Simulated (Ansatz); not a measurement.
LaSi3B3:
```xyz
14
Lattice="5.8137 0.0000 0.0000 0.0000 5.8137 0.0000 0.0000 0.0000 5.8137" Properties=species:S:1:pos:R:3 pbc="T T T"
La     2.9068     2.9068     2.9068
La     0.0000     0.0000     0.0000
B      1.4534     0.0000     2.9068
B      2.9068     1.4534     0.0000
B      2.9068     4.3603     0.0000
B      4.3603     0.0000     2.9068
B      0.0000     2.9068     4.3603
B      0.0000     2.9068     1.4534
Si     1.4534     2.9068     0.0000
Si     0.0000     1.4534     2.9068
Si     0.0000     4.3603     2.9068
Si     4.3603     2.9068     0.0000
Si     2.9068     0.0000     4.3603
Si     2.9068     0.0000     1.4534
```

Relaxed with PBE. Special points in fractions of this cell's reciprocal vectors: Γ (0.000, 0.000, 0.000); X (0.000, 0.500, 0.000); M (0.500, 0.500, 0.000); R (0.500, 0.500, 0.500).

Task: List the band energies nearest the Fermi level at these points for the program Ansatz at the PBE level (PAW).

Result: In eV from the Fermi level; about four levels below and three above (degenerate sets whole), none deeper than 8.9 eV; points with the same levels are listed once.

```csv
k,below,above
Γ,-2.79 -2.79 -2.79 -2.43 -2.43 -2.43,0.48 0.48 0.48
X,-0.59 -0.59 -0.03 -0.03,0.98 0.98 1.15 1.15
M,-0.92 -0.45 -0.31 -0.31,0.81 0.88 0.88
R,-3.34 -3.34 -3.34 -3.34,1.19 1.19 1.19 1.19 1.19 1.19
```

Space group Pm-3n. The start of the workflow was typed in or built on a structure type; neither database checked (COD, Materials Project) lists it. Whether it is the stable phase at ambient conditions was not checked. The PBE relaxation kept the symmetry of its start; its stability against distortions is not shown here. Spin–orbit coupling is left out wherever it is not named.

Potentials: the earlier of the program's two PAW sets.
